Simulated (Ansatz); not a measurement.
PbSSe as a Janus 2H monolayer was relaxed with 4 functionals in the plane-wave code Ansatz, cell and atoms free, the symmetry of the start kept (meshes: PBE 12×12×1, r2SCAN 12×12×1, PBEsol 12×12×1, LDA 12×12×1). No spin polarisation and no zero-point or thermal motion; the cell was built from a prototype and may be hypothetical.

The PBEsol result:
```xyz
3
Lattice="3.7405 0.0000 0.0000 -1.8702 3.2394 0.0000 0.0000 0.0000 30.6034" Properties=species:S:1:pos:R:3 pbc="T T F"
Pb    0.0000    2.1596    9.0932
S     1.8702    1.0798   10.7174
Se    1.8702    1.0798    7.1895
```
Two periodic directions, a and b.

The sheet's in-plane cell has a = 3.740 Å, b = 3.740 Å (γ = 120.0°), and its outermost atoms lie 3.53 Å apart along the normal. Pb has 3 S at 2.70 Å and 3 Se at 2.88 Å; S has 3 Pb at 2.70 Å; Se has 3 Pb at 2.88 Å.

Task: Order the functionals by the relaxed area, smallest first.
A. LDA
B. r2SCAN
C. PBEsol
D. PBE

Result: A (3.95 Å²/atom), C (4.04 Å²/atom), B (4.17 Å²/atom), D (4.22 Å²/atom).

Task: What lattice does r2SCAN give?

Result: a = 3.802 Å; the area differs by +3.3 % from PBEsol's. Around Pb lie 3 S at 2.73 Å and 3 Se at 2.86 Å; around S lie 3 Pb at 2.73 Å; around Se lie 3 Pb at 2.86 Å.

Task: What lattice does LDA give?

Result: a = 3.700 Å; the area differs by -2.2 % from PBEsol's. Around Pb lie 3 S at 2.68 Å and 3 Se at 2.86 Å; around S lie 3 Pb at 2.68 Å; around Se lie 3 Pb at 2.86 Å.

Task: Held at the r2SCAN cell, what mean stress do LDA and PBE find, and does its sign point to their own minimum?

Result: Yes. LDA -1.83 N/m, and its relaxed area is -5.3 % from r2SCAN's; PBE +0.92 N/m, and its relaxed area is +1.1 % from r2SCAN's. Compression counts positive, so a positive stress asks for a larger cell.

The cell is metallic with PBE, r2SCAN, PBEsol, LDA, and these meshes limit the relaxed cells of a metal.
